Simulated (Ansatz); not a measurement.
## VPO$_{4}$, several self-consistent solutions

```yaml
crystal:
  lattice:
    - [2.61580, -3.88690, 0.00000]
    - [2.61580, 3.88690, 0.00000]
    - [0.00000, 0.00000, 6.28470]
  atoms:
    - { symbol: V, position: [0.00000, 0.00000, 0.00000] }
    - { symbol: V, position: [0.00000, 0.00000, 0.50000] }
    - { symbol: P, position: [0.64900, 0.35100, 0.25000] }
    - { symbol: P, position: [0.35100, 0.64900, 0.75000] }
    - { symbol: O, position: [0.75510, 0.24490, 0.04890] }
    - { symbol: O, position: [0.24490, 0.75510, 0.54890] }
    - { symbol: O, position: [0.24490, 0.75510, 0.95110] }
    - { symbol: O, position: [0.75510, 0.24490, 0.45110] }
    - { symbol: O, position: [0.77560, 0.71180, 0.25000] }
    - { symbol: O, position: [0.22440, 0.28820, 0.75000] }
    - { symbol: O, position: [0.71180, 0.77560, 0.75000] }
    - { symbol: O, position: [0.28820, 0.22440, 0.25000] }
```

All energies were calculated with Ansatz 0.2.0 (r2SCAN; 500 eV; 5×5×4 Γ-centred mesh; fermi-dirac occupations of width 0.050 eV). The atoms are fixed and numbered as listed; spin is collinear, without spin-orbit coupling.

Different starts of the self-consistent cycle ended in different solutions. Their moments in μB:

| state | V1 | V2 | other atoms together | size of the net moment a cell |
| --- | --- | --- | --- | --- |
| A | 1.53 | 1.53 | -0.01 | 4.00 |
| B | 1.50 | -1.50 | 0.00 | 0.00 |
| C | 0.00 | 0.00 | 0.00 | 0.00 |

Site moments are taken in small spheres that don't touch (radius about 0.4 of the atom's shortest bond), so those of the magnetic atoms read low, and they needn't add up to the net moment. State C was run without spin polarisation.

Q: Which state has the lowest energy at zero smearing, and how far up are the others?

A: State B (antiparallel, compensated) is lowest; A (parallel moments) lies 4.6 meV above it, C (without moments) lies 233 meV above it, all counted an atom of the cell.

Q: Which states have a gap on the mesh, and what pressure does each exert on this cell?

A: A: gap 0.67 eV, 1.6 GPa; B: gap 1.02 eV, 1.2 GPa; C: no gap, -1.3 GPa (positive in compression). Moments take up room: without them the pressure is lower, so that state wants a smaller cell.

Q: Compare the parallel order A with the antiparallel order B.

A: Between A and B the moments keep their size (1.53 against 1.50 μB in the mean), so the difference mostly measures the exchange between the flipped sites: the antiparallel order gains 28 meV for each V atom. The nearest flipped pair stands 3.14 Å apart. Flipped pairs are linked through O; the widest V–O–V angle among the nearer links is 98°, at 3.14 Å between the metal atoms. Links near a right angle give weak superexchange that is often ferromagnetic, yet here the antiparallel order wins.

Q: What does magnetism gain here?

A: 233 meV an atom of the cell, or 1401 meV for each V atom, against state C, which has none. A run without spin would miss this and give wrong energies and forces. That state isn't the paramagnet, which keeps its moments, so this is no ordering energy.

The cell is that of a Crystallography Open Database entry, unchanged.

Caveats: only orders that fit this cell and collinear spins were tried, so the true order may need a larger cell or canted moments; atoms and cell are not relaxed, and each state would relax in its own way; semilocal functionals without U often misplace the states of 3d oxides, halides and chalcogenides; the k mesh is coarse, so differences of a few meV are uncertain where a state is a metal; one start a pattern, so a lower state of the same pattern may exist; the atoms stand off equilibrium, with forces up to 0.6 eV/Å.
